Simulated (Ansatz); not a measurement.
Is this MgCd2S3 structure a true minimum?

The structure comes from a generated guess, relaxed at this level; another structure or a mixture of phases may lie lower.

Theory: DFT PBE, scalar-relativistic, plane waves, PAW in Ansatz 0.2.0. Settings: cutoff 420 eV, Γ-centred mesh 12×12×4 on the computed 6-atom cell, Gaussian smearing of 0.02 eV; no spin polarisation.

The cell below (6 atoms, space group P-3m1 (No. 164)) is relaxed within its symmetry.

```cif
data_structure
_symmetry_space_group_name_H-M 'P 1'
_symmetry_Int_Tables_number 1
_cell_length_a 3.8261
_cell_length_b 3.8261
_cell_length_c 9.3789
_cell_angle_alpha 90.000
_cell_angle_beta 90.000
_cell_angle_gamma 120.000
_cell_volume 118.91
loop_
_atom_site_label
_atom_site_type_symbol
_atom_site_fract_x
_atom_site_fract_y
_atom_site_fract_z
_atom_site_occupancy
Mg1 Mg 0.00000 0.00000 0.50000 1
Cd1 Cd 0.66667 0.33333 0.82876 1
Cd2 Cd 0.33333 0.66667 0.17124 1
S1 S 0.33333 0.66667 0.65576 1
S2 S 0.66667 0.33333 0.34424 1
S3 S 0.00000 0.00000 0.00000 1
```

For the test a repeat of it with 12 atoms (edges 3.83, 6.63, 9.38 Å) was strained at random (σ = 1.5 % a component), the atoms were moved at random (σ = 0.05 Å), and all was relaxed again on a coarse 4×2×2 mesh (in the run’s order of axes) with 0.10 eV smearing, with no symmetry imposed.

**Question.** Is the structure stable against such a distortion?

**Answer.** It returns, within 1 meV/atom of the unmoved cell on that mesh and with the same symmetry when read at 0.1 Å (C2/m at 0.01 Å, so small strains and shifts remain). No instability shows in this cell; modes of other wave vectors, which need another repeat, aren't tested. Another cell of MgCd2S3 relaxed alike, in I-4m2, lies 98 meV/atom lower, so this cell isn't the stable form at this level.
